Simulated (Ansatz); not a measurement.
Ansatz 0.2.0, settings compared: Cs2KCrTe6

Launch command:

```bash
ansatz run input.yaml --threads 1 --pin off --max-ram 2560MiB --backend cpu --events-out ev --progress --plain --runs-dir out
```

The input file (Ansatz 0.2.0, plane waves):

```yaml
crystal:
  lattice:
    - [0.0, 5.356276, 5.356276]
    - [5.356276, 0.0, 5.356276]
    - [5.356276, 5.356276, 0.0]
  atoms:
    - { symbol: K, position: [0.5, 0.5, 0.5] }
    - { symbol: Cr, position: [0.0, 0.0, 0.0] }
    - { symbol: Te, position: [0.785, 0.215, 0.215] }
    - { symbol: Te, position: [0.215, 0.785, 0.215] }
    - { symbol: Te, position: [0.215, 0.785, 0.785] }
    - { symbol: Te, position: [0.785, 0.215, 0.785] }
    - { symbol: Te, position: [0.215, 0.215, 0.785] }
    - { symbol: Te, position: [0.785, 0.785, 0.215] }
    - { symbol: Cs, position: [0.25, 0.25, 0.25] }
    - { symbol: Cs, position: [0.75, 0.75, 0.75] }
  symmetry: { tolerance: 0.0003 }
kpoints:
  mp_grid: { grid: [3, 3, 3], shift: [0, 0, 0] }
magnetization:
  spin_polarized: false
scf:
  occupations: { method: cold, width: 0.0199 }
hamiltonian:
  pseudopotentials: { kind: paw }
  xc: pbe
basis:
  ecutwfc: 420
output:
  forces: true
  stress: true
  eigenvalues: true
```

Origin of the cell: a known structure type with other elements, at an estimated volume, so it need not be a known compound.

Output of this run (shortened):

```
Pseudopotentials: kind: paw
Pseudopotential: K, paw, valence charge 9, recommended cutoff 420 eV (normal), K.paw.azcp
Pseudopotential: Cr, paw, valence charge 14, recommended cutoff 420 eV (normal), Cr.paw.azcp
Pseudopotential: Te, paw, valence charge 16, recommended cutoff 420 eV (normal), Te.paw.azcp
Pseudopotential: Cs, paw, valence charge 9, recommended cutoff 420 eV (normal), Cs.paw.azcp
Functional definition: PBE
  exchange = pbe_x(kappa = kappa, mu = beta*pi^2/3)
  correlation = pbe_c(beta = beta)
Crystal: 10 atoms, lattice volume = 307.340 Å³
Basis set: ecut = 420 eV, 5985 PW (Γ), exchange–correlation on 108×108×108 points (8 copies of the dense FFT grid, shifted against one another)
Bands: 83, of which v1, the nominal top of the filled ones, is band 69 counted from 1 (68 counted from 0)
Symmetry: 48 space group operations
[… 10 lines left out …]
Initial density: superposition of atomic densities (neutral atoms: chi_scale 0, normalization atom), corrected by the library's trained network
Functional: x = pbe(κ = 0.804, μ = 0.219515), c = pbe(β = 0.066725)
SCF iter   1: F=—  HF=-58134.496230 eV  Δρ=2.25e-2  dr2=2.97e0  defer=1
SCF iter   2: F=—  HF=-58134.435837 eV  S|Δr|=    0.00e0  Δρ=1.06e-2  dr2=6.69e-1  defer=1
SCF iter   3: F=—  HF=-58134.413798 eV  S|Δr|=    0.00e0  Δρ=4.45e-3  dr2=1.10e-1  defer=18
SCF iter   4: F=—  HF=-58134.408892 eV  S|Δr|=    0.00e0  Δρ=1.58e-3  dr2=1.16e-2  defer=31
SCF iter   5: F=—  HF=-58134.409409 eV  S|Δr|=    0.00e0  Δρ=3.72e-3  dr2=6.20e-2  defer=19  recentre
[… 2 lines left out …]
SCF iter   8: F=—  HF=-58134.407967 eV  S|Δr|=    0.00e0  Δρ=5.74e-5  dr2=2.68e-5  defer=31
SCF iter   9: F=—  HF=-58134.407965 eV  S|Δr|=    0.00e0  Δρ=2.77e-5  dr2=2.53e-6  defer=31
SCF iter  10: F=—  HF=-58134.407965 eV  S|Δr|=    0.00e0  Δρ=2.89e-5  dr2=3.58e-6  defer=31
SCF iter  11: F=—  HF=-58134.407965 eV  S|Δr|=    0.00e0  Δρ=6.55e-6  dr2=1.82e-7  defer=31
SCF iter  12: F=-58134.407965 eV  HF=-58134.407965 eV  S|Δr|=    0.00e0  Δρ=1.04e-6  dr2=3.82e-9
SCF 1 converged in 12 iterations: F = -58134.407965 eV  dr2 = 3.82e-9
SCF converged after 12 iterations
Stability not checked: this state was not tested for a lower state beside it, because cold or Methfessel-Paxton smearing, or corrected tetrahedra, fill the levels in a way that the test cannot read (fill_not_monotonic; […]
Free energy (F): -58134.407965 eV
Harris-Foulkes:  -58134.407965 eV  (|F-HF|=3.10e-9)
Internal energy: -58134.405285 eV  (E = F + TS)
E sigma→0 (E₀):  -58134.407071 eV
Entropy (-TS):   -0.002680 eV (-0.268 meV/atom)
Fermi energy:    9.098125 eV
--- Per-component energies (eV) ---
  E_band       = -1900.308034
  E_kinetic    = 2000.957950
  E_local      = -13625.271749  (includes V_loc(G=0)·N_el)
  E_nonlocal   = -1701.003463
  E_hartree    = 7630.454005
  E_xc         = -1381.787716
  E_vxc        = -1237.935142  (∫ρ·V_xc dr)
  E_paw        = -40090.073193  (= ΣΔE_a)
  E_vpaw       = -2597.966244  (= ΣTr[D̂ρ^β])
  E_aug_tail   = -0.000957  (compensation charges beyond the density's cutoff)
  E_ewald      = -10967.680161
  E_smearing   = -0.002680  (= −TS)
  Σ components = -58134.407965   (vs F -58134.407965, Δ=0.00e0)
--- Forces (eV/Å), atoms counted from 1 ---
  atom   1  K      0.000000    -0.000000    -0.000000
  atom   2  Cr     0.000000    -0.000000     0.000000
[… 3 lines left out …]
  atom   6  Te    -0.000000    -4.461833     0.000000
  atom   7  Te     0.000000     0.000000     4.461833
  atom   8  Te     0.000000     0.000000    -4.461833
  atom   9  Cs     0.000000    -0.000000    -0.000000
  atom  10  Cs     0.000000    -0.000000    -0.000000
  max |Σ_I F_I| component: 8.89e-16 eV/Å
--- Stress (GPa, compression-positive) ---
       15.455311      -0.000000       0.000000
       -0.000000      15.455311       0.000000
        0.000000       0.000000      15.455311
  P = ⅓ Tr σ = 15.4553 GPa (154.553 kbar)
```

The same input was run again with these changes:

1. `hamiltonian.xc` pbe → r2scan
2. `hamiltonian.xc` pbe → rpbe; `scf.lower_state_search` default → light
3. `scf.initial_density.chi_scale` default → 0.0
4. `scf.occupations.method` cold → methfessel_paxton; `scf.occupations.width` 0.0199 → 0.01; `hamiltonian.hubbard` default → { sites: [{ species: Cr, l: d, u_eff: 4.0 }], double_counting: fll }; `hamiltonian.xc` pbe → lda

```
 run        end  SCF iterations  P (GPa)  max force component (eV/Å)  moment (μB)  ΔE(σ→0) (meV/atom)
base  converged              12    15.46                       4.462            –                   0
   1  converged              13    15.54                       4.518            –                   –
   2  converged              11    17.32                       4.562            –                   –
   3  converged              11    15.46                       4.462            –                0.00
   4  converged              16    10.68                       3.859            –                   –
```

Energies are compared only where functional, datasets, charge and starting cell are the same.

Caveats of the base run: no spin polarisation, so a magnetic state may lie lower; no spin-orbit coupling, though heavy elements are present; the k mesh is coarse if the cell is a metal.

Run 1: the cutoff lies below the datasets' advice.
Run 2: forces of this functional can be a tenth off on datasets made under PBE.

Time of the base run: 7.6 s of wall time on 1 CPU thread(s) of a shared host, from the program's own first density.
